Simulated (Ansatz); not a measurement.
This run works on a generated trial structure, not on a known crystal.

Input and command of a plane-wave DFT calculation in Ansatz:

```yaml
crystal:
  lattice:
    - [4.20236345, 0.0, 0.0]
    - [-2.10118172, 3.6393535, 0.0]
    - [0.0, 0.0, 7.64515534]
  atoms:
    - { symbol: Sm, position: [0.0, 0.0, 0.0] }
    - { symbol: Sm, position: [0.66666667, 0.33333333, 0.31929995] }
    - { symbol: Sm, position: [0.66666667, 0.33333333, 0.68070005] }
    - { symbol: B, position: [0.66666667, 0.33333333, 0.0] }
    - { symbol: Rh, position: [0.33333333, 0.66666667, 0.5] }
basis:
  ecutwfc: 690
kpoints:
  mp_grid: { grid: [6, 6, 2] }
hamiltonian:
  xc: pbe
  pseudopotentials:
    kind: paw
    azcp: { Sm: "pseudopotentials/pbe/nc/lanthanide_3plus/Sm.nc.azcp" }
scf:
  occupations: { method: gaussian, width: 0.1 }
  lower_state_search: "off"
output:
  forces: true
  stress: true
  eigenvalues: true
relax:
  adjacent_minimum: "off"
  f_tol: 0.04
  max_steps: 70
  cell: { stress_tol: 0.4 }
```

```bash
ansatz run input.yaml --threads 1 --pin off --max-ram 2560MiB --backend cpu --events-out ev --progress --plain --runs-dir out
```

Processor: Arm Neoverse V2, 1 thread, on a host shared with other jobs.

Task: Estimate time, memory and problem size.

Result: About 77 s, peak memory 0.47 GiB. It solves 32 bands at 14 k points (after reduction by symmetry) with about 5515 plane waves (on the last cell), in 65 SCF iterations over 9 ionic steps.

With its 4f electrons in the core of a norm-conserving potential, the lanthanide is trivalent by construction, without f bands, f moments or other valences.
